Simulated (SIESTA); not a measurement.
Equation of state of KAlO3 under PBEsol

```cif
data_structure
_symmetry_space_group_name_H-M 'P 1'
_symmetry_Int_Tables_number 1
_cell_length_a 3.8670
_cell_length_b 3.8670
_cell_length_c 3.8670
_cell_angle_alpha 90.000
_cell_angle_beta 90.000
_cell_angle_gamma 90.000
_cell_volume 57.83
loop_
_atom_site_label
_atom_site_type_symbol
_atom_site_fract_x
_atom_site_fract_y
_atom_site_fract_z
_atom_site_occupancy
K1 K 0.00000 0.00000 0.00000 1
Al1 Al 0.50000 0.50000 0.50000 1
O1 O 0.00000 0.50000 0.50000 1
O2 O 0.50000 0.00000 0.50000 1
O3 O 0.50000 0.50000 0.00000 1
```

The cell comes from a database or a generator and needn't be the stable form of this composition.

The cell was scaled at fixed shape and fractions and run with SIESTA, files PseudoDojo sr-pbesol-0.4.1-standard, DZP (energy shift 0.003 Ry; two zetas on semicore shells; d shell added on K); PBEsol, k mesh 7 × 7 × 7 on the cell of 5 atoms, fermi-dirac occupations of 0.05 eV, no spin polarisation, no spin-orbit coupling. Energies are those that the program minimises, any entropy of the smearing included. For a metal such a mesh isn't converged to the digits shown.

| V (Å³/atom) | energy over the lowest row (meV/atom) |
| --- | --- |
| 10.8714 | 1.81 |
| 11.1027 | 0.00 |
| 11.3340 | ? |
| 11.5653 | 7.97 |
| 11.7966 | 16.95 |
| 12.0279 | 28.72 |
| 12.2592 | 43.09 |

Task: Fit the third-order Birch-Murnaghan form, give V0, B0 and B′, and predict the energy left open.

Result: With y = (V0/V)^(2/3), E = E0 + (9 V0 B0/16) [(y - 1)³ B′ + (y - 1)² (6 - 4y)]. Least squares through the rows shown give V0 = 11.0870 Å³/atom, E0 = -0.01 meV, B0 = 133.8 GPa (1 eV/Å³ = 160.218 GPa) and B′ = 4.47, with a largest miss of 0.02 meV. At V = 11.3340 the form with these constants gives 2.20 meV; the run gave 2.20 meV an atom.
